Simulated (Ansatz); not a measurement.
## Ag (P6_3/mmc), work and stress of cleavage

All numbers below come from DFT PBEsol, scalar-relativistic, plane waves, PAW (Ansatz 0.2.0). The runs took a 420 eV cutoff, a Γ-centred 24×24×5 mesh and Gaussian smearing (0.15 eV). No spin polarisation. Energies are free energies at this smearing, counted from the undisturbed cell; pressure is positive in compression.

Reference structure (relaxed at this level; with this scan's settings it stands at -0.1 GPa; this form isn't the usual structure):

```
Ag
1.0
    -2.86706    0.00000    0.00000
    -1.43353   -2.48295    0.00000
     0.00000    0.00000   14.07214
Ag
6
Cartesian
  -1.4335 -0.8276 10.5539
  -1.4335 -0.8276 1.1724
  -1.4335 -0.8276 5.8632
  -2.8671 -1.6553 12.8992
  -2.8671 -1.6553 3.5178
  -2.8671 -1.6553 8.2085
```

The cut lies on the cell's a–b face, a (0 0 1) plane (indices in the standard cell, whose axes needn't be the Cartesian ones shown) of area 7.12 Å², between layers 2.35 Å apart. Vector c is lengthened by d along the normal with the atoms' Cartesian places fixed: one unrelaxed cut a cell. The traction is positive where the two halves pull on each other.

| d (Å) | energy (J/m²) | traction (GPa) |
| --- | --- | --- |
| -0.30 | 0.51 | -40.6 |
| 0.00 | 0.00 | -0.2 |
| 0.25 | 0.17 | 11.5 |
| 0.50 | 0.50 | 14.2 |
| 0.75 | 0.85 | 13.1 |
| 1.00 | 1.15 | 10.8 |
| 1.50 | 1.57 | 6.3 |
| 2.00 | 1.81 | 3.4 |
| 3.00 | 1.99 | 0.7 |
| 4.50 | 2.02 | 0.0 |
| 6.00 | 2.02 | 0.0 |

Q: What are the work of separation and the cleavage stress, and do they fit the universal binding curve?

A: The energy levels off near W ≈ 2.02 J/m² (the traction is down to 0.0 GPa), the energy of the two unrelaxed faces, 1.01 J/m² each on average. The largest sampled traction is 14.2 GPa at d = 0.50 Å, and a parabola through it and its two neighbours peaks at σ_max ≈ 14.3 GPa, d ≈ 0.55 Å. The curve E = W[1 − (1 + d/ℓ)exp(−d/ℓ)] peaks in traction at d = ℓ with σ_max = W/(eℓ); with 1 J/m² per Å = 10 GPa this W and σ_max give ℓ = 0.52 Å. A parabola through that curve at the same three d peaks at 0.56 Å, against 0.55 Å here, a fair fit. Real crystals break at far lower stress, because cracks concentrate it, and on the plane of lowest W, which needn't be this one.

The cut is rigid; relaxing the faces lowers these energies and usually the stresses.

In a metal these slopes depend on the k mesh and the smearing.

Cost: 11 runs of about 17 core-minutes in all, on Arm Neoverse V2 (shared hosts).